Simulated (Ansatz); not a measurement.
Here is the system:

ZrP:
```cif
data_P4Zr4
_chemical_formula_sum 'Zr4 P4'
_space_group_name_H-M_alt 'P63/mmc'
_space_group_IT_number 194
_space_group_name_Hall '-P 6c 2c'
_cell_length_a 3.66300
_cell_length_b 3.66300
_cell_length_c 12.47914
_cell_angle_alpha 90.000
_cell_angle_beta 90.000
_cell_angle_gamma 120.000
loop_
_atom_site_label
_atom_site_type_symbol
_atom_site_symmetry_multiplicity
_atom_site_Wyckoff_symbol
_atom_site_fract_x
_atom_site_fract_y
_atom_site_fract_z
_atom_site_occupancy
Zr1 Zr 4 f 0.33333 0.66667 0.11571 1
P1 P 2 d 0.66667 0.33333 0.25000 1
P2 P 2 a 0.00000 0.00000 0.00000 1
```

This is the PBEsol-relaxed structure.

Q: All from plane-wave PAW PBEsol (Ansatz code), unless another level is named. Predict the Debye temperature from the elastic constants.

A: 496 K.

Q: What about the highest zone-centre frequency?

A: 392 cm⁻¹.

Space group P6_3/mmc. The workflow started from a Materials Project entry (that database holds measured and hypothetical structures alike); the Crystallography Open Database copy checked does not list it. COD files the formula under space group No. 225. Its standing as an ambient phase is unchecked. Symmetry was held in the PBEsol relaxation; whether a distortion lowers the energy is not shown. The run is not spin-polarised. As this level gives no gap, shear constants depend on the k-mesh and smearing (Fermi–Dirac, 0.1 eV here). As this level gives no gap, phonon frequencies hold no LO–TO term and depend on the k-mesh and smearing (Fermi–Dirac, 0.1 eV here).

Potentials: the later of the program's two PAW sets.
